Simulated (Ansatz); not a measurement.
## Ta: from a starting cell to a relaxed one

The start is a relaxed Ta cell, doubled along one cell vector, shaken by Gaussian noise of σ = 0.08 Å a coordinate. Cell shape, volume and atoms are optimised at zero target pressure with PBEsol (plane waves to 420 eV, PAW, scalar-relativistic; Ansatz, a quantum-chemistry and plane-wave program). The first steps use a coarse 7×14×14 k-mesh.

Starting cell:
```
CELL_PARAMETERS angstrom
     -3.28193     3.28193     3.28193
      1.64096    -1.64096     1.64096
      1.64096     1.64096    -1.64096
ATOMIC_POSITIONS crystal
  Ta 0.01755 0.01571 0.03118
  Ta 0.46718 0.97198 0.97661
```

**Question.** What pressure does the first self-consistent step give?

**Answer.** +4.7 GPa (positive: the cell is compressed).

**Question.** How much energy is released per atom?

**Answer.** 0.12 eV/atom.

**Question.** Is the parent structure recovered?

**Answer.** The parent structure is recovered, Im-3m (No. 229).

**Question.** What band gap does the relaxed structure have at this level?

**Answer.** No gap (metallic).

The end point of the relaxation:

```cif
data_Ta2
_chemical_formula_sum 'Ta2'
_space_group_name_H-M_alt 'Im-3m'
_space_group_IT_number 229
_space_group_name_Hall '-I 4 2 3'
_cell_length_a 3.28193
_cell_length_b 3.28193
_cell_length_c 3.28193
_cell_angle_alpha 90.000
_cell_angle_beta 90.000
_cell_angle_gamma 90.000
loop_
_atom_site_label
_atom_site_type_symbol
_atom_site_symmetry_multiplicity
_atom_site_Wyckoff_symbol
_atom_site_fract_x
_atom_site_fract_y
_atom_site_fract_z
_atom_site_occupancy
Ta1 Ta 2 a 0.00000 0.00000 0.00000 1
```
(The calculation used a cell of 1 atom; values per cell refer to that cell.)

Final values are on a 20×20×20 k-mesh of the relaxed cell. No spin polarisation in the result.

The run could not lose the symmetry of its start.
